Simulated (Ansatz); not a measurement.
Input, command and steps of an Ansatz relaxation.

```yaml
crystal:
  lattice:
    - [4.5735495076, 0.0, 0.0]
    - [0.0, 4.5735495076, 0.0]
    - [0.0, 0.0, 4.5735495076]
  atoms:
    - { symbol: "Y", position: [0.0, 0.5, 0.5] }
    - { symbol: "Y", position: [0.5, 0.0, 0.5] }
    - { symbol: "Y", position: [0.5, 0.5, 0.0] }
    - { symbol: Ge, position: [0.0, 0.0, 0.0] }
basis:
  ecutwfc: 420
kpoints:
  mp_grid: { grid: [4, 4, 4] }
hamiltonian:
  xc: pbe
scf:
  occupations: { method: gaussian, width: 0.1 }
  lower_state_search: "off"
output:
  forces: true
  stress: true
  eigenvalues: true
relax:
  adjacent_minimum: "off"
  f_tol: 0.04
  max_steps: 70
  cell: { stress_tol: 0.4 }
```

```bash
ansatz run input.yaml --threads 1 --pin off --max-ram 2560MiB --backend cpu --events-out ev --progress --plain --runs-dir out
```

The calculation used DFT PBE, scalar-relativistic, plane waves, PAW (Ansatz).

Of 4 frames 4 are shown, positions in Å and forces in eV/Å; the SCF threshold varies from step to step. Steps run on the plane waves of an earlier cell, with a Pulay correction in the pressure. The basis is chosen afresh for the last frame, the zero of the energies, and at times for earlier ones too; energy and pressure step there, also at an unchanged geometry.

```xyz
4
Lattice="4.5736 0.0000 0.0000 0.0000 4.5736 0.0000 0.0000 0.0000 4.5736" Properties=species:S:1:pos:R:3:forces:R:3 pbc="T T T" step=1 free_energy_over_end_meV_per_atom=32.11 pressure_GPa=5.26
Y     0.0000    2.2868    2.2868    0.0000    0.0000    0.0000
Y     2.2868    0.0000    2.2868    0.0000    0.0000    0.0000
Y     2.2868    2.2868    0.0000    0.0000    0.0000    0.0000
Ge    0.0000    0.0000    0.0000    0.0000    0.0000    0.0000
4
Lattice="4.7710 0.0000 0.0000 0.0000 4.7710 0.0000 0.0000 0.0000 4.7710" Properties=species:S:1:pos:R:3:forces:R:3 pbc="T T T" step=2 free_energy_over_end_meV_per_atom=7.86 pressure_GPa=-2.12
Y     0.0000    2.3855    2.3855    0.0000    0.0000    0.0000
Y     2.3855    0.0000    2.3855    0.0000    0.0000    0.0000
Y     2.3855    2.3855    0.0000    0.0000    0.0000    0.0000
Ge    0.0000    0.0000    0.0000    0.0000    0.0000    0.0000
4
Lattice="4.7108 0.0000 0.0000 0.0000 4.7108 0.0000 0.0000 0.0000 4.7108" Properties=species:S:1:pos:R:3:forces:R:3 pbc="T T T" step=3 free_energy_over_end_meV_per_atom=0.13 pressure_GPa=-0.25
Y     0.0000    2.3554    2.3554    0.0000    0.0000    0.0000
Y     2.3554    0.0000    2.3554    0.0000    0.0000    0.0000
Y     2.3554    2.3554    0.0000    0.0000    0.0000    0.0000
Ge    0.0000    0.0000    0.0000    0.0000    0.0000    0.0000
4
Lattice="4.7108 0.0000 0.0000 0.0000 4.7108 0.0000 0.0000 0.0000 4.7108" Properties=species:S:1:pos:R:3:forces:R:3 pbc="T T T" step=4 free_energy_over_end_meV_per_atom=0.00 pressure_GPa=-0.25
Y     0.0000    2.3554    2.3554    0.0000    0.0000    0.0000
Y     2.3554    0.0000    2.3554    0.0000    0.0000    0.0000
Y     2.3554    2.3554    0.0000    0.0000    0.0000    0.0000
Ge    0.0000    0.0000    0.0000    0.0000    0.0000    0.0000
```

The start puts this composition into another compound's structure type, which needn't suit it. At the end the space group is Pm-3m (tolerance 0.05 Å).

Time: 7.3 s on 1 thread of Intel(R) Xeon(R) Platinum 8488C (Sapphire Rapids), with other jobs on the host, peak memory 0.4 GiB.

The k mesh is coarse.